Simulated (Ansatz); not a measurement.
**CsGeBr₃: moving Ge off its site**

CsGeBr₃, R3m, a = 7.939 Å, c = 10.005 Å (as given, not relaxed at this level: -0.7 GPa, forces to 0.12 eV/Å). The structure is a Materials Project entry; whether it is the stable form wasn't checked. Ansatz: PBEsol, PAW, 420 eV, Γ-centred 6×6×6 mesh on 5 atoms, Gaussian smearing 0.05 eV; no spin polarisation.

```
Cs Ge Br
1.0
     3.96928    2.29167    3.33497
    -3.96928    2.29167    3.33497
     0.00000   -4.58333    3.33497
Cs Ge Br
1 1 3
Direct
  0.00130 0.00130 0.00130
  0.47708 0.47708 0.47708
  0.02867 0.50547 0.50547
  0.50547 0.50547 0.02867
  0.50547 0.02867 0.50547
```

Atom 2 (Ge) moves by x along the unit vector (0.000, 0.000, 1.000), with its periodic images; all else is held. y is the free energy of the cell over the start, F the force along the path summed over the moved atoms.

```
 x (Å) y (meV) F (eV/Å)
-0.500        ?         ?
-0.250    211.5      1.70
 0.000      0.0      0.12
 0.125     15.8     -0.32
 0.375    122.1     -0.36
 0.500    152.6     -0.12
```

Q: Fit y = c1 x + c2 x² + c3 x³ to the energies of the other rows, give the force constant, and predict energy and force of the missing row.

A: Least squares on the rows shown. y = −118.50 x + 2220.7 x² − 2749.1 x³. The force constant is 2 c2 = 4.44 eV/Å² (for all images moving together, not for a lone atom). The force −dy/dx at the missing row is 4.40 eV/Å (computed 3.64). At x = -0.500 the fit asked for gives 958.1 meV. The run gave 879.3 meV, so the fit is 78.8 meV too high, 9 % of the span of the series, against an rms of 0.8 meV on the fitted rows. The row lies outside the fitted range. With a term in x⁴ added, a fit to the same known rows (none to spare) predicts 1000.3 meV, further off still.